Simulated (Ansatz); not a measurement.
Is this Ti₅SiMo structure a true minimum?

It was reached by relaxing an invented guess, and it needn't be the stable form of this composition.

Theory: DFT PBE, scalar-relativistic, plane waves, PAW in Ansatz. Settings: cutoff 420 eV, Γ-centred mesh 8×8×6 on the computed 7-atom cell, Gaussian smearing of 0.10 eV; no spin polarisation.

The cell below (7 atoms, space group P4/mmm (No. 123)) is relaxed within its symmetry.

```
Ti Si Mo
1.0
     4.45332    0.00000    0.00000
     0.00000    4.45332    0.00000
     0.00000    0.00000    6.10874
Ti Si Mo
5 1 1
Direct
  0.00000 0.50000 0.25791
  0.00000 0.50000 0.74209
  0.50000 0.00000 0.25791
  0.50000 0.00000 0.74209
  0.00000 0.00000 0.00000
  0.00000 0.00000 0.50000
  0.50000 0.50000 0.00000
```

For the test it was strained at random (σ = 1.5 % a component), the atoms were moved at random (σ = 0.05 Å), and all was relaxed again on a coarse 6×6×4 mesh (in the run’s order of axes) with 0.20 eV smearing, with no symmetry imposed.

Problem. Is the structure stable against such a distortion?

Solution. It returns, within 1 meV/atom of the unmoved cell on that mesh and with the same symmetry when read at 0.1 Å. No instability shows in this cell; modes of other wave vectors, which need another repeat, aren't tested.
